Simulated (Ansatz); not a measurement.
Each is relaxed and computed with r²SCAN (plane waves, PAW; program Ansatz). Which is the only metal?
(A) Fe2Si, P-3m1 (Fe on 2d, Fe on 1b, Fe on 1a, Si on 2d)
(B) FePO4, Cmcm (Fe on 4a, P on 4c, O on 8f, O on 8g)
(C) RbFeSe2O8, P-3m1 (Pearson symbol hP12)
(D) ZnCu2SiTe4, I-42m (Zn on 2a, Si on 2b, Cu on 4d, Te on 8i)

A, Fe2Si, P-3m1 (Fe on 2d, Fe on 1b, Fe on 1a, Si on 2d). Fe2Si: metal; RbFeSe2O8: gap 1.68 eV (indirect); FePO4: gap 1.55 eV (indirect); ZnCu2SiTe4: gap 0.50 eV (indirect). Spin orders computed, not proven ground states: Fe2Si, P-3m1 (Fe on 2d, Fe on 1b, Fe on 1a, Si on 2d) ferrimagnetic; RbFeSe2O8, P-3m1 (Pearson symbol hP12) ferromagnetic; FePO4, Cmcm (Fe on 4a, P on 4c, O on 8f, O on 8g) antiferromagnetic. Standing as an ambient phase not checked: Fe2Si, P-3m1 (Fe on 2d, Fe on 1b, Fe on 1a, Si on 2d); RbFeSe2O8, P-3m1 (Pearson symbol hP12); FePO4, Cmcm (Fe on 4a, P on 4c, O on 8f, O on 8g); ZnCu2SiTe4, I-42m (Zn on 2a, Si on 2b, Cu on 4d, Te on 8i). All cells were relaxed under the symmetry of their starts (and spin orders); stability against distortions was not tested throughout. Cells of antiferromagnets are given as chemical subcells. Rows with no word on spin ran without spin polarisation. No Hubbard U is applied. Scalar-relativistic: spin–orbit coupling is off unless named, which matters more the heavier the elements.

Potentials: the later of the program's two PAW sets.
